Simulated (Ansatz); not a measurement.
Sr₂RuO₄:
```yaml
crystal:
  lattice:
    - [-1.91497, 1.91497, 6.34194]
    - [1.91497, -1.91497, 6.34194]
    - [1.91497, 1.91497, -6.34194]
  atoms:
    - { symbol: Sr, position: [0.35259, 0.35259, 0.00000] }
    - { symbol: Sr, position: [0.64741, 0.64741, 0.00000] }
    - { symbol: Ru, position: [0.00000, 0.00000, 0.00000] }
    - { symbol: O, position: [0.83731, 0.83731, 0.00000] }
    - { symbol: O, position: [0.16269, 0.16269, 0.00000] }
    - { symbol: O, position: [0.50000, 0.00000, 0.50000] }
    - { symbol: O, position: [0.00000, 0.50000, 0.50000] }
```

Relaxed with PBEsol. Special points in fractions of this cell's reciprocal vectors: Γ (0.000, 0.000, 0.000); X (0.000, 0.000, 0.500); P (0.250, 0.250, 0.250); N (0.000, 0.500, 0.000); M (0.500, 0.500, -0.500); S (0.273, 0.727, -0.273); S0 (-0.273, 0.273, 0.273); R (-0.046, 0.046, 0.500); G (0.500, 0.500, -0.046).

Problem. List the band energies nearest the Fermi level at these points for PBEsol in the plane-wave PAW code Ansatz.

Solution. In eV from the Fermi level; about four levels below and three above (degenerate sets whole), none deeper than 8.9 eV; points with the same levels are listed once.

| k | below | above |
|---|---|---|
| Γ | -2.12 -2.12 -1.08 -1.08 | 0.33 1.54 3.13 |
| X | -2.68 -2.54 -2.38 -1.93 | 0.48 0.54 0.75 |
| P | -2.81 -2.81 -2.54 -2.12 -2.12 | 0.50 0.50 0.77 |
| N | -2.75 -2.63 -2.47 -0.95 | 0.08 0.27 1.36 |
| M | -2.31 -2.31 -0.68 -0.68 | 0.33 2.01 2.56 |
| S | -2.76 -2.74 -2.42 -0.92 | 0.03 0.24 1.36 |
| R | -2.66 -2.57 -2.44 -1.94 | 0.43 0.50 0.70 |

Space group I4/mmm. The first step of the workflow began from a Materials Project structure, measured or hypothetical; the Crystallography Open Database files this formula in space group No. 139, but the cells were not matched. Its standing as an ambient phase is unchecked. The cell was relaxed with PBEsol under the symmetry of its start; of distortions, only those at the zone centre were tested. The workflow began spin-polarised and lost its moments. Spin–orbit coupling is left out wherever it is not named.

Potentials: the later of the program's two PAW sets.
